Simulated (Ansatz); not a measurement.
Relaxed-ion elastic tensor of CdSe in space group P6_3mc (No. 186; Pearson symbol hP12) in GPa (Voigt order), PBEsol in the plane-wave PAW code Ansatz; density 5.65 g/cm³, 28.12 Å³ per atom.

```
74.0  44.5  37.1   0.0   0.0   0.0
44.5  74.0  37.1   0.0   0.0   0.0
37.1  37.1  82.1   0.0   0.0   0.0
 0.0   0.0   0.0  13.2   0.0   0.0
 0.0   0.0   0.0   0.0  13.2   0.0
 0.0   0.0   0.0   0.0   0.0  14.7
```

Is the crystal mechanically stable?

Yes: the smallest eigenvalue of C is 13.2 GPa.

Work out the Voigt, Reuss and Hill averages.

K_V = 52.0, K_R = 52.0, K_H = 52.0; G_V = 15.6, G_R = 15.1, G_H = 15.3 GPa.

Give Young's modulus, Poisson's ratio, Pugh's ratio and the universal anisotropy index.

E = 9KG/(3K + G) = 41.9 GPa; ν = 0.37; K/G = 3.39 (ductile by the Pugh limit of 1.75); A_U = 5G_V/G_R + K_V/K_R − 6 = 0.19.

Estimate the sound speeds and the Debye temperature.

v_l = √((K + 4G/3)/ρ) = 3580 m/s, v_t = √(G/ρ) = 1650 m/s, mean 1860 m/s; Θ = (h/k)(3n/4πV)^(1/3) v_m = 182 K.

Solve the Christoffel equation for the three sound speeds along x, y, z.

Eigenvalues of C_ijkl n_j n_l equal ρv² (piezoelectric stiffening left out). In km/s, slowest first: x 1.53, 1.61, 3.62; y 1.53, 1.61, 3.62; z 1.53, 1.53, 3.81.

How much does each axis shrink under pressure?

Linear compressibilities β_i = Σ_j S_ij (j = 1 to 3): x 6.5, y 6.5, z 6.3 per TPa.

The cell is a constructed one: a structure type filled with these elements. Its sites differ from those of the usual phase in this space group: another stacking or structure type. The PBEsol relaxation kept the symmetry of its start; its stability against distortions is not shown here.

Potentials: the later of the program's two PAW sets.
